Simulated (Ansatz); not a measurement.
**WC (Fm-3m), one atom moved over a plane**

These are results of Ansatz, DFT PBEsol, scalar-relativistic, plane waves, PAW, not measurements. Settings: plane waves to 420 eV, k-mesh 18×18×18 (Γ-centred), Gaussian smearing 0.15 eV. Spin–orbit coupling is left out, which can shift energies with elements as heavy as these. No spin polarisation. Energies are free energies at this smearing, counted from the undisturbed cell; pressure is positive in compression.

Zero of the scan (as given, not relaxed at this level; it stands at -10.1 GPa; this rock-salt form isn't the usual structure):

```
W C
1.0
     0.00000    2.19268    2.19268
     2.19268    0.00000    2.19268
     2.19268    2.19268    0.00000
W C
1 1
Direct
  0.00000 0.00000 0.00000
  0.50000 0.50000 0.50000
```

Atom 2 (C) is moved by p along (0.707, 0.707, 0.000) and q along (0.000, 0.000, 1.000) (Å), all else fixed. Points are written (p, q). At -10 GPa the given cell is far from its own equilibrium, so these figures belong to a strongly strained crystal.

Energy above the undisturbed cell in eV/cell (a dash: not computed):

| p \ q | -0.600 | -0.300 | 0.000 | 0.300 | 0.600 |
| --- | --- | --- | --- | --- | --- |
| -0.600 | 2.98 | 1.81 | 1.67 | 1.81 | 2.98 |
| -0.300 | 2.96 | ? | 0.34 | ? | 2.96 |
| 0.000 | ? | 0.38 | 0.00 | 0.38 | ? |
| 0.300 | 2.96 | ? | 0.34 | ? | 2.96 |
| 0.600 | 2.98 | 1.81 | 1.67 | 1.81 | 2.98 |

Fill in the withheld energies.

(-0.300, -0.300): 0.69; (-0.300, 0.300): 0.69; (0.000, -0.600): 3.06; (0.000, 0.600): 3.06; (0.300, -0.300): 0.69; (0.300, 0.300): 0.69.